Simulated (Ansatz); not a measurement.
# Data sheet: VO₂ (DFT)

VO₂:
```yaml
crystal:
  lattice:
    - [4.53573, 0.00000, 0.00000]
    - [0.00000, 4.53573, 0.00000]
    - [0.00000, 0.00000, 2.80304]
  atoms:
    - { symbol: V, position: [0.00000, 0.00000, 0.00000] }
    - { symbol: V, position: [0.50000, 0.50000, 0.50000] }
    - { symbol: O, position: [0.29902, 0.29902, 0.00000] }
    - { symbol: O, position: [0.79902, 0.20098, 0.50000] }
    - { symbol: O, position: [0.20098, 0.79902, 0.50000] }
    - { symbol: O, position: [0.70098, 0.70098, 0.00000] }
```
The run is spin-polarised; directions of the spins, atom by atom: ↑ ↑ 0 0 0 0.

Space group P4_2/mnm (No. 136), rutile; conventional cell a = 4.536 Å, b = 4.536 Å, c = 2.803 Å, α = 90.00°, β = 90.00°, γ = 90.00°.

Method: plane-wave PAW PBEsol (Ansatz code). Structure relaxed to zero pressure with the same functional. Other levels are named where they apply.

Cell and energy:

* **Volume per atom**: 9.61 Å³
* **Density**: 4.78 g/cm³
* **Formation energy from the elements (no fitted shifts)**: -2.39 eV/atom

Electronic structure:

* **Electronic character**: metallic (no gap)
* **Density of states at the Fermi level**: 0.48 states/eV per atom (mean over ±0.08 eV)

Magnetism:

Magnetic order: ferromagnetic
Net moment: 0.33 μB per atom

Mechanics:

* **Bulk modulus (Birch–Murnaghan fit)**: 243 GPa
* **Pressure derivative B′**: 4.9

This is a known high-temperature phase of the composition, computed here at zero pressure and temperature. The PBEsol relaxation kept the symmetry of its start; whether a distortion lowers the energy is not shown. Spin order of the final state: ferromagnetic, chosen from 2 collinear starts compared on coarse meshes (ties went to the first, and starts can fall back to one state), not a proven ground state. No Hubbard U is applied. The compound may be a true metal, but semilocal functionals without U, or a wrong spin order, can also close a gap. The references are the lowest solids computed at this level, not always the standard phases (solids in place of the gases).

Potentials: the later of the program's two PAW sets.
